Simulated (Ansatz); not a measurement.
# Data sheet: Re (DFT)

Re:
```cif
data_Re4
_chemical_formula_sum 'Re4'
_space_group_name_H-M_alt 'Fm-3m'
_space_group_IT_number 225
_space_group_name_Hall '-F 4 2 3'
_cell_length_a 3.86053
_cell_length_b 3.86053
_cell_length_c 3.86053
_cell_angle_alpha 90.000
_cell_angle_beta 90.000
_cell_angle_gamma 90.000
loop_
_atom_site_label
_atom_site_type_symbol
_atom_site_symmetry_multiplicity
_atom_site_Wyckoff_symbol
_atom_site_fract_x
_atom_site_fract_y
_atom_site_fract_z
_atom_site_occupancy
Re1 Re 4 a 0.00000 0.00000 0.00000 1
```
(The calculation used a cell of 1 atom; values per cell refer to that cell.)

Space group Fm-3m (No. 225), fcc (Cu type); conventional cell a = 3.861 Å, b = 3.861 Å, c = 3.861 Å, α = 90.00°, β = 90.00°, γ = 90.00°.

Method: plane-wave PAW LDA (Ansatz code). The cell and atoms are relaxed at this level. Other levels are named where they apply.

### Cell and energy

- Volume per atom = 14.38 Å³
- Density = 21.50 g/cm³

### Electronic structure

Electronic character: metallic (no gap)
Density of states at the Fermi level: 0.83 states/eV per atom (mean over ±0.08 eV)

### Mechanics

* **Bulk modulus (Birch–Murnaghan fit)**: 401 GPa
* **Pressure derivative B′**: 4.4
* **Elastic constants (relaxed ions, GPa)**: C11 = 614, C12 = 298, C44 = 240
* **Mechanical stability**: stable (all eigenvalues of C positive)
* **Hill bulk and shear moduli**: 403 and 203 GPa
* **Young's modulus**: 521 GPa
* **Poisson's ratio**: 0.28
* **Debye temperature from the elastic constants**: 419 K

The workflow started from an entry of the Crystallography Open Database (COD), which files this formula under 2 space groups. It is not the phase usual at ambient conditions (space group No. 194). Symmetry was held in the LDA relaxation; its stability against distortions is not shown here. No spin polarisation was allowed. As this level gives no gap, shear constants depend on the k-mesh and smearing (Fermi–Dirac, 0.1 eV here). Scalar-relativistic: spin–orbit coupling is off unless named, which matters more the heavier the elements.

Potentials: the later of the program's two PAW sets.
